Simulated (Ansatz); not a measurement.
# Sn3Se: changing the functional

Space group Pm-3m (No. 221). a = 4.742 Å, b = 4.742 Å, c = 4.742 Å, α = 90.00°, β = 90.00°, γ = 90.00°
| atom | site | symmetry | x | y | z |
| --- | --- | --- | --- | --- | --- |
| Sn | 3c | 4/mm.m | 0.5000 | 0.5000 | 0.0000 |
| Se | 1a | m-3m | 0.0000 | 0.0000 | 0.0000 |

The cell comes from a database or a generator and needn't be the stable form of this composition.

Kept alike: task band structure; k mesh 6 × 6 × 6; occupations fermi-dirac, width 0.05 eV; no spin polarisation. Program: Ansatz, all-electron LAPW, scalar-relativistic. The mesh is that of the run's cell of 4 atoms. No spin-orbit coupling.

| run | pressure (GPa) |
| --- | --- |
| A | -2.64 |
| B | -3.91 |
| C | 0.25 |

Pressure is positive in compression. For a metal such a mesh leaves the last digits unconverged.

Problem. The runs differ in the functional alone: LDA; PBE; PBEsol. Which run is which?

Solution. Run A is PBEsol; run B is LDA; run C is PBE. The pressure runs from -3.91 (LDA) to 0.25 GPa (PBE). From PBE: LDA -4.16; PBEsol -2.89.
